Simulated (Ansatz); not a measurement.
Crystals of one structure type (fluorite) and one family of elements, relaxed and computed with PBE in the plane-wave PAW code Ansatz.

```json
[
 {"crystal": "TiSi2", "V (Å³/atom)": "17.54", "B₀ by P(V) fit (GPa)": "87.5"},
 {"crystal": "HfSi2", "V (Å³/atom)": "20.41", "B₀ by P(V) fit (GPa)": "86.7"},
 {"crystal": "ZrSi2", "V (Å³/atom)": "20.73", "B₀ by P(V) fit (GPa)": "?"},
 {"crystal": "HfGe2", "V (Å³/atom)": "22.38", "B₀ by P(V) fit (GPa)": "76.8"},
 {"crystal": "ZrGe2", "V (Å³/atom)": "22.67", "B₀ by P(V) fit (GPa)": "75.3"}
]
```

### Question
Fit a straight line to ln B₀ against ln V and predict the withheld value.

### Answer
Least squares on the 4 shown rows: ln B₀ = -0.58 × ln V + (6.155), with a scatter of 3 %. For ZrSi2 this gives 81.2. The run itself gave 81.0, within the scatter.

Constructed cells (a structure type filled with these elements, in neither database checked): TiSi2, fluorite; HfSi2, fluorite; ZrSi2, fluorite; HfGe2, fluorite; ZrGe2, fluorite. Not the usual ambient phase: TiSi2, fluorite. All cells were relaxed under the symmetry of their starts (and spin orders); stability against distortions was not tested throughout. Rows with no word on spin ran without spin polarisation. Spin–orbit coupling is left out wherever it is not named.

Potentials: the later of the program's two PAW sets.
